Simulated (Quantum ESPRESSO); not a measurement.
## In2Al2W3Ag (a curve over one atom's position)

Simulated, not a measurement. The program is pw.x of Quantum ESPRESSO 7.5 (plane-wave density functional theory). The cell is made up: eight metal atoms on a hexagonal close-packed lattice, with elements, volume, strain and displacements drawn at random and not relaxed, so it may be unstable or far from any real phase. PseudoDojo standard norm-conserving files set the functional (PBE unless stated); there is no spin polarisation or spin-orbit coupling, the Fermi-Dirac width of 0.25 eV means electrons at about 2900 K, and the masses in the input are unused placeholders. Heavy elements are run without spin-orbit coupling, which real alloys of them have. A spin test at this wide smearing found no moment, but such smearing suppresses magnetism that the real alloy may have.

Seven runs move atom 4 (W, counted in the order of the input) along x and keep all else fixed.

Input of the run at +0.0134:

```
&control calculation='scf', pseudo_dir='./dojo.nc.sr.pbe.v0_5.standard.upf', outdir='./o', disk_io='minimal', tprnfor=.true., tstress=.true. /
&system ibrav=0, nat=8, ntyp=4, nbnd=59, ecutwfc=82.02448710, nosym=.true., tot_charge=0,
 occupations='smearing', smearing='fd', degauss=0.0183746611
/
&electrons conv_thr=1.470e-08, electron_maxstep=70, mixing_beta=0.5 /
ATOMIC_SPECIES
Ag 1.0 Ag.upf
Al 1.0 Al.upf
In 1.0 In.upf
W 1.0 W.upf
CELL_PARAMETERS angstrom
2.9484 -0.0048 0.0113
-0.0083 5.0043 -0.0342
0.0355 -0.0621 9.2292
ATOMIC_POSITIONS angstrom
In -0.0255 0.0016 -0.0342
Al -0.062 0.0343 4.5755
W 0.0336 1.636 2.2745
W -0.0772 1.5498 6.8604
In 1.5101 2.5354 -0.1037
Ag 1.447 2.437 4.634
W 1.4671 4.1582 2.2215
Al 1.5843 4.1612 6.8647
K_POINTS automatic
8 5 3 1 1 1
```

| shift of atom 4 along x (Å) | free energy less that of the input shown (eV) | Fx on atom 4 (eV/Å) | Fy on atom 4 (eV/Å) | Fz on atom 4 (eV/Å) | pressure (GPa) | iterations |
| --- | --- | --- | --- | --- | --- | --- |
| -0.0974 | 0.1041 | 1.238 | -0.390 | -0.341 | 5.82 | 15 |
| -0.0624 | 0.0640 | 1.051 | -0.379 | -0.312 | 5.66 | 15 |
| -0.0541 | 0.0555 | 1.006 | -0.377 | -0.305 | 5.63 | 15 |
| -0.0339 | 0.0363 | 0.896 | -0.374 | -0.289 | 5.55 | 15 |
| -0.0141 | 0.0196 | 0.788 | -0.371 | -0.274 | 5.48 | 15 |
| +0.0134 | 0.0000 | 0.637 | -0.369 | -0.254 | 5.40 | 15 |
| +0.0647 | -0.0254 | 0.354 | -0.372 | -0.219 | 5.28 | 15 |

A cubic fit gives dFx/dx = -5.49 eV/Å² at zero shift. Across the table the energy follows the integral of the force to 0.1 meV. A rerun of one of the cells at a higher cutoff and on a denser mesh moved values by no more than 0.006 eV in energy, 0.15 GPa in stress and 0.007 eV/Å in force, and a second program with other atomic files agreed on that cell to 2 % rms in force and 0.5 GPa in pressure.